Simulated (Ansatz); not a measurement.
Input file for Ansatz (a first-principles code):

Ansatz 0.2 input:
```yaml
crystal:
  lattice:
    - [5.3236828597, 0.0, 0.0]
    - [0.0, 5.3236828597, 0.0]
    - [0.0, 0.0, 5.3236828597]
  atoms:
    - { symbol: Fe, position: [0.0, 0.0, 0.0] }
    - { symbol: Fe, position: [0.5, 0.0, 0.5] }
    - { symbol: Fe, position: [0.5, 0.5, 0.0] }
    - { symbol: Fe, position: [0.0, 0.5, 0.5] }
    - { symbol: S, position: [0.3816884246, 0.3816884246, 0.3816884246] }
    - { symbol: S, position: [0.1183115754, 0.6183115754, 0.8816884246] }
    - { symbol: S, position: [0.8816884246, 0.1183115754, 0.6183115754] }
    - { symbol: S, position: [0.6183115754, 0.8816884246, 0.1183115754] }
    - { symbol: S, position: [0.6183115754, 0.6183115754, 0.6183115754] }
    - { symbol: S, position: [0.8816884246, 0.3816884246, 0.1183115754] }
    - { symbol: S, position: [0.1183115754, 0.8816884246, 0.3816884246] }
    - { symbol: S, position: [0.3816884246, 0.1183115754, 0.8816884246] }
kpoints:
  mp_grid: { grid: [5, 5, 5] }
basis: { xc_grid: 2 }
hamiltonian:
  xc: pbesol
  pseudopotentials: { kind: paw }
scf:
  occupations: { method: fixed }
output:
  optics: { e_range: [0.0, 15.0], de: 0.05, sigma: 0.1, bands: { spectra_wanted_up_to: 12 eV } }
```

Output (shortened):

```
output.optics: the spectra are integrated over the Brillouin zone by k·p interpolation around the k-points, where levels, occupations, output.optics.sigma and …
Pseudopotential: Fe, paw, valence charge 16
Pseudopotential: S, paw, valence charge 6
Functional definition: PBEsol
Crystal: 12 atoms, lattice volume = 150.882 Å³
Basis set: ecut = 420 eV, 2945 PW (Γ), exchange–correlation on 72×72×72 points (8 copies of the dense FFT grid, shifted against one another)
Bands: 68, of which v1, the nominal top of the filled ones, is band 56 counted from 1 (55 counted from 0)
Symmetry: 24 space group operations
Space group: Pa-3 (ITA 205), of the structure as read, at distance tolerance 5.3e-5 Å
k-points: 11 of 125
SCF iter   1: F=—  HF=-24883.193806 eV  |F-HF|=—  |Δ(HF+E_count)|=         —  Δρ=1.20e-2  dr2=9.90e-2  ethr=1.77e-3  ⟨swp⟩=4.7  Hψ=2467  notcnv=0  defer=96
preconditioner: auto → Resta (q_TF=auto, 2.596 Å⁻¹)
SCF iter   2: F=—  HF=-24883.180810 eV  |F-HF|=—  |Δ(HF+E_count)|=   1.30e-2  Δρ=9.81e-3  dr2=1.40e-1  ethr=8.84e-5  ⟨swp⟩=3.3  Hψ=1536  notcnv=0  defer=99
SCF iter   3: F=—  HF=-24883.171124 eV  |F-HF|=—  |Δ(HF+E_count)|=   9.69e-3  Δρ=7.43e-3  dr2=5.65e-2  ethr=8.84e-5  ⟨swp⟩=2.4  Hψ=1006  notcnv=0  defer=100
SCF iter   4: F=—  HF=-24883.165068 eV  |F-HF|=—  |Δ(HF+E_count)|=   6.06e-3  Δρ=3.24e-3  dr2=1.08e-2  ethr=5.05e-5  ⟨swp⟩=2.0  Hψ=741  notcnv=0  defer=105
SCF iter   5: F=—  HF=-24883.163587 eV  |F-HF|=—  |Δ(HF+E_count)|=   1.48e-3  Δρ=6.69e-4  dr2=5.19e-4  ethr=9.64e-6  ⟨swp⟩=2.0  Hψ=869  notcnv=0  defer=105
SCF iter   6: F=—  HF=-24883.163519 eV  |F-HF|=—  |Δ(HF+E_count)|=   6.82e-5  Δρ=8.16e-5  dr2=8.31e-6  ethr=4.64e-7  ⟨swp⟩=2.0  Hψ=955  notcnv=0  defer=99
SCF iter   7: F=—  HF=-24883.163267 eV  |F-HF|=—  |Δ(HF+E_count)|=   2.52e-4  Δρ=1.20e-5  dr2=2.53e-7  ethr=7.42e-9  ⟨swp⟩=2.8  Hψ=1359  notcnv=0  defer=77
SCF iter   8: F=—  HF=-24883.163267 eV  |F-HF|=—  |Δ(HF+E_count)|=   2.93e-8  Δρ=1.12e-5  dr2=1.65e-7  ethr=2.26e-10  ⟨swp⟩=2.2  Hψ=1152  notcnv=0  defer=77
SCF iter  12: F=-24883.163267 eV  HF=-24883.163267 eV  |F-HF|=7.28e-12  |Δ(HF+E_count)|=  7.28e-12  Δρ=4.11e-8  dr2=2.04e-12  ethr=1.00e-12  ⟨swp⟩=7.8  Hψ=2677  notcnv=0
SCF 1 converged in 12 iterations: F = -24883.163267 eV  dr2 = 2.04e-12
NSCF: frozen V_eff on 11 k-points
Optics k sum: 0 of 11 k-points
Optics k sum: 1 of 11 k-points
Optics k sum: 2 of 11 k-points
Optics k sum: 3 of 11 k-points
Optics k sum: 4 of 11 k-points
Optics k sum: 5 of 11 k-points
Optics k sum: 6 of 11 k-points
Optics k sum: 7 of 11 k-points
Optics k sum: 8 of 11 k-points
Optics k sum: 9 of 11 k-points
Optics k sum: 10 of 11 k-points
Optics k sum: 11 of 11 k-points
Optics k sum: 0 of 11 k-points
Optics k sum: 1 of 11 k-points
Optics k sum: 2 of 11 k-points
Optics k sum: 3 of 11 k-points
Optics k sum: 4 of 11 k-points
Optics k sum: 5 of 11 k-points
Optics k sum: 6 of 11 k-points
Optics k sum: 7 of 11 k-points
Optics k sum: 8 of 11 k-points
Optics k sum: 9 of 11 k-points
Optics k sum: 10 of 11 k-points
Optics k sum: 11 of 11 k-points
NSCF: frozen V_eff on 1 k-points
NSCF: frozen V_eff on 1 k-points
NSCF: frozen V_eff on 1 k-points
output.optics: what the bands over the 99 summed would add to eps1, eps2 and the energy-loss function is held between a lower and an upper bound (11 Lanczos …
SCF converged after 12 iterations
Free energy (F): -24883.163267 eV
Harris-Foulkes:  -24883.163267 eV  (|F-HF|=7.28e-12)
Internal energy: -24883.163267 eV  (E = F + TS)
E sigma→0 (E₀):  -24883.163267 eV
Fermi energy:    13.518865 eV
--- Per-component energies (eV) ---
  E_band       = -842.548665
  E_kinetic    = 2306.732587
  E_local      = -11712.601003  (includes V_loc(G=0)·N_el)
  E_nonlocal   = 1084.805543
  E_hartree    = 5010.894121
  E_xc         = -1256.437965
  E_vxc        = -1330.598161  (∫ρ·V_xc dr)
  E_paw        = -10002.464660  (= ΣΔE_a)
  E_vpaw       = -1212.678924  (= ΣTr[D̂ρ^β])
  E_aug_tail   = 0.002860  (compensation charges beyond the density's cutoff)
  E_ewald      = -10315.307151
  E_core_change = 1.212401  (= ΣΔE_core)
  E_smearing   =  0.000000  (= −TS)
  E_closure    =  0.000000  (closes the sum)
  Σ components = -24883.163267   (vs F -24883.163267, Δ=0.00e0)
  [band-id]    e_kinetic+e_local+e_nonlocal+2·e_hartree+e_vxc+e_vpaw+e_augmentation_tail = -842.548855   (vs E_band -842.548665, Δ=-1.91e-4)
--- Band table (eV; the first three rows and the last of 11) ---
  k-point 0: bands = ["-72.4471", "-72.4468", "-72.4468", "-72.4468", "-38.7859", "-38.7859", "-38.7859", "-38.7833", "-38.7833", "-38.7822", "-38.7822", "-38.7822", "-38.4865", "-38.4858", "-38.4858", "-38.4858", "-3.5992", "-1.1452", "-1.1452", "-1.1452", …
  k-point 1: bands = ["-72.4471", "-72.4468", "-72.4468", "-72.4468", "-38.7856", "-38.7856", "-38.7856", "-38.7835", "-38.7832", "-38.7825", "-38.7825", "-38.7823", "-38.4864", "-38.4858", "-38.4858", "-38.4858", "-3.4363", "-1.5242", "-1.1032", "-1.0991", …
  k-point 2: bands = ["-72.4470", "-72.4469", "-72.4468", "-72.4468", "-38.7851", "-38.7851", "-38.7850", "-38.7842", "-38.7830", "-38.7830", "-38.7829", "-38.7826", "-38.4862", "-38.4860", "-38.4858", "-38.4858", "-2.9686", "-2.2712", "-1.0287", "-1.0240", …
  k-point 10: bands = ["-72.4469", "-72.4468", "-72.4468", "-72.4468", "-38.7857", "-38.7855", "-38.7855", "-38.7853", "-38.7824", "-38.7824", "-38.7821", "-38.7821", "-38.4860", "-38.4860", "-38.4860", "-38.4860", "-1.9365", "-1.5792", "-1.5685", "-1.5685", …
```

Cost: roughly 2.3 core-minutes on shared cores.

The PBEsol relaxation kept the symmetry of its start; of distortions, only those at the zone centre were tested. No spin polarisation was allowed.

Potentials: the later of the program's two PAW sets.

Ansatz is a plane-wave DFT program.
